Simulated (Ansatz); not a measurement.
GaNi:
```
GaNi
1.0
    2.84091     0.00000     0.00000
    0.00000     2.84091     0.00000
    0.00000     0.00000     2.84091
Ga Ni
1 1
Cartesian
  0.00000   0.00000   0.00000
  1.42045   1.42045   1.42045
```

Relaxed with LDA. Special points in fractions of this cell's reciprocal vectors: Γ (0.000, 0.000, 0.000); X (0.000, 0.500, 0.000); M (0.500, 0.500, 0.000); R (0.500, 0.500, 0.500).

**Question.** List the band energies nearest the Fermi level at these points for plane-wave PAW LDA (Ansatz code).

**Answer.** In eV from the Fermi level; about four levels below and three above (degenerate sets whole), none deeper than 8.9 eV; points with the same levels are listed once.

```
k                          below                above
-  -----------------------------  -------------------
Γ  -3.13 -3.13 -1.53 -1.53 -1.53       5.00 5.00 5.00
X        -2.45 -2.45 -1.53 -0.68    10.51 10.51 11.81
M        -3.05 -1.97 -1.97 -1.03      1.60 2.44 11.70
R  -4.57 -4.57 -4.57 -1.00 -1.00  0.62 3.55 3.55 3.55
```

Space group Pm-3m (CsCl type). The workflow started from a Materials Project entry (that database holds measured and hypothetical structures alike); the Crystallography Open Database files this formula in space group No. 221, but the cells were not matched. Its standing as an ambient phase is unchecked. The cell was relaxed with LDA under the symmetry of its start; of distortions, only those at the zone centre were tested. The run is not spin-polarised. Scalar-relativistic: spin–orbit coupling is off unless named, which matters more the heavier the elements.

Potentials: the later of the program's two PAW sets.
